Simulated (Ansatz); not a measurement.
Ti2O:
Space group P6₃/mmc (No. 194); a = 2.904 Å, b = 2.904 Å, c = 10.019 Å, α = 90.00°, β = 90.00°, γ = 120.00°

```tsv
atom	site	symmetry	x	y	z
Ti	4f	3m.	0.3333	0.6667	0.1110
O	2b	-6m2	0.0000	0.0000	0.2500
```

Relaxed at zero pressure with the program Ansatz at the r²SCAN level (PAW).

The volume is lowered by 9 % and shape and atoms relax at that volume. What pressure results, and how do the axes share the change?

22.1 GPa; a -3.3 %, b -3.3 %, c -2.6 %; the energy rises by 70 meV/atom.

Give the new structure.


Space group P6₃/mmc (No. 194); a = b = 2.8070 Å, c = 9.7561 Å, α = β = 90.00°, γ = 120.00°

| atom | site | symmetry | x | y | z |
|---|---|---|---|---|---|
| Ti | 4f | 3m. | 0.3333 | 0.6667 | 0.1102 |
| O | 2b | -6m2 | 0.0000 | 0.0000 | 0.2500 |

The phase is kept; no other phase was compared at this pressure.

Space group P6_3/mmc. The start of the workflow was typed in or built on a structure type; neither database checked (COD, Materials Project) lists it. COD files the formula under space group No. 164. Its standing as an ambient phase is unchecked. Symmetry was held in the r²SCAN relaxation; whether a distortion lowers the energy is not shown. The workflow began spin-polarised and lost its moments.

Potentials: the earlier of the program's two PAW sets. The files were generated under PBE; for other functionals the program regenerates the frozen cores, and for LDA and PBEsol the local potential too.
